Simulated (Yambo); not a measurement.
# KOH: sweep of GW parameters

G0W0@PBEsol for KOH (space group P2_1/c, No. 14) in Yambo. Reference settings: 2×4×2 Γ-centred k mesh, 179 bands and a 6 Ry block in the screening, 179 bands in G with the Bruneval-Gonze terminator, plasmon pole fitted at 27.2 eV. The PBEsol gap (-0.5, 0, 0) → Γ on this mesh is 3.86 eV; G0W0 gaps are taken between the same points.

```json
[
 {"change from the reference": "reference settings", "G0W0 gap (-0.5, 0, 0) → Γ (eV)": "6.39", "shift of the valence edge (eV)": "-1.55"},
 {"change from the reference": "76 bands in G", "G0W0 gap (-0.5, 0, 0) → Γ (eV)": "6.42", "shift of the valence edge (eV)": "-1.49"},
 {"change from the reference": "90 bands in W", "G0W0 gap (-0.5, 0, 0) → Γ (eV)": "6.54", "shift of the valence edge (eV)": "-1.46"},
 {"change from the reference": "2×2×1 mesh", "G0W0 gap (-0.5, 0, 0) → Γ (eV)": "6.42", "shift of the valence edge (eV)": "-1.51"}
]
```

The reference isn't shown to be the converged limit.

Geometry of the Materials Project entry, not relaxed at this level; primitive cell a = 5.647 Å, b = 3.968 Å, c = 7.852 Å, α = 90.00°, β = 112.62°, γ = 90.00°.

A shift is the quasiparticle energy of the state minus its PBEsol energy.
